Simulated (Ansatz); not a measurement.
Pd: the volume at rest

Pd in the fcc lattice, starting from this typed cell of 15.29 Å³ an atom.

```xyz
1
Lattice="0.0000 1.9700 1.9700 1.9700 0.0000 1.9700 1.9700 1.9700 0.0000" Properties=species:S:1:pos:R:3 pbc="T T T"
Pd    0.0000    0.0000    0.0000
```

Settings of the Ansatz calculation: k mesh 8×8×8; Fermi–Dirac smearing of 0.1 eV; no spin. Cell and atoms are relaxed to zero stress with the symmetry kept and no dispersion correction.

Caveats: coarse k mesh.

Question: What volume results under PBE, and how much do the potentials matter?

Answer: 
```json
{"functional": "PBE", "potentials": "all-electron PAW datasets (no frozen core)", "cutoff (eV)": "300", "volume (Å³/atom)": "15.40", "change (%)": "0.7"}
{"functional": "PBE", "potentials": "Ansatz generated PAW", "cutoff (eV)": "420", "volume (Å³/atom)": "15.40", "change (%)": "0.7"}
{"functional": "PBE", "potentials": "Ansatz hand-made PAW", "cutoff (eV)": "600", "volume (Å³/atom)": "15.40", "change (%)": "0.7"}
{"functional": "PBE", "potentials": "JTH PAW", "cutoff (eV)": "1110", "volume (Å³/atom)": "15.38", "change (%)": "0.6"}
{"functional": "PBE", "potentials": "PseudoDojo norm-conserving", "cutoff (eV)": "1116", "volume (Å³/atom)": "15.39", "change (%)": "0.6"}
{"functional": "PBE", "potentials": "Ansatz norm-conserving", "cutoff (eV)": "1116", "volume (Å³/atom)": "15.40", "change (%)": "0.7"}
```
